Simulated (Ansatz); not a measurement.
Structures of CdCl: which is lowest?

Plane-wave DFT in Ansatz with scalar-relativistic PAW potentials, cutoff 420 eV, Γ-centred meshes chosen by cell and gap, Gaussian smearing with energies taken to zero width. Every cell was relaxed (cell and atoms) in a run of its own, within the symmetry of its start. Functional: PBE.

Relaxed structures (starts from databases or built by putting these elements on another compound's sites):
A. F-43m, 2 atoms in the computed cell, a = 6.564 Å; sites (symmetry × multiplicity) Cd -43m × 4, Cl -43m × 4; start: built
B. Pmma, 4 atoms in the computed cell, a = 6.819 Å, b = 4.033 Å, c = 4.041 Å; sites (symmetry × multiplicity) Cd mm2 × 2, Cl mm2 × 2; start: built

Rank them by energy. Could pressure change the order?

| structure | group | E − E(lowest) (meV/atom) | V (Å³/atom) | gap on mesh (eV) |
| --- | --- | --- | --- | --- |
| B | Pmma | 0.0 | 27.78 | 0.00 |
| A | F-43m | 43 | 35.36 | 0.00 |

B is lowest, 43 meV/atom under A. The lowest is also the densest of these, so pressure wouldn't bring one of the others in at first order. Other structures may lie lower than all of these, and vibrations aren't counted.

Spin polarisation was left out, and a magnetic state may lie lower.